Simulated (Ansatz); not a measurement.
Ni (fcc, Cu type)

```xyz
4
Lattice="3.4782 0.0000 0.0000 0.0000 3.4782 0.0000 0.0000 0.0000 3.4782" Properties=species:S:1:pos:R:3 pbc="T T T"
Ni     0.0000     0.0000     0.0000
Ni     1.7391     1.7391     0.0000
Ni     1.7391     0.0000     1.7391
Ni     0.0000     1.7391     1.7391
```

In each cell atom 3 (Ni, nearest neighbour Ni at 2.459 Å; its periodic images, 3.5 Å or more away, move with it) moves by s·(0.000, 0.000, 1.000) (along Cartesian z), the rest being held.

Method: r2SCAN (plane waves to 500 eV, PAW, scalar-relativistic; Ansatz, an electronic-structure program). k mesh 11×11×11 (Γ-centred), Fermi-Dirac smearing 0.05 eV. E stands for the smeared free energy. With partly filled bands, energies and forces of such displacements shift with the k mesh and the smearing. On this mesh the relaxed cell isn't quite at rest: it carries a pressure of 0.1 GPa (compression positive) at the zero of the scan. Ni was relaxed with its symmetry unable to fall. Relaxed Ni ends ferromagnetic. Other magnetic orders were not checked, so this need not be the ground state. ΔE is measured from the undisplaced structure. The last digit holds for this mesh only.

| s (Å) | ΔE (meV/cell) |
|---|---|
| -0.490 | 1324.3 |
| -0.392 | 827.5 |
| -0.294 | withheld |
| -0.196 | 199.7 |
| -0.098 | 49.5 |
| 0.000 | 0.0 |
| 0.098 | 49.5 |
| 0.196 | 199.7 |
| 0.294 | withheld |
| 0.392 | 827.5 |
| 0.490 | 1324.3 |

Question: Fit an even polynomial form (powers 2, 4, 6) to the given rows and predict ΔE at s = 0.294.

Answer: Least squares on the 9 given rows: ΔE = (5133)·s² + (1720)·s⁴ + (-532.6)·s⁶, in meV/cell with s in Å; root-mean-square residual 0.05 meV/cell. At 0.294 the fit gives 456.2 meV/cell; the calculation gives 455.9 meV/cell, so the interpolation is off by 0.3 (+0.1 %). The quadratic term alone would give 443.7 meV/cell.

(A displaced cell: forces are minus the slopes of the energy, force constants its curvatures, and phonons follow from these.)
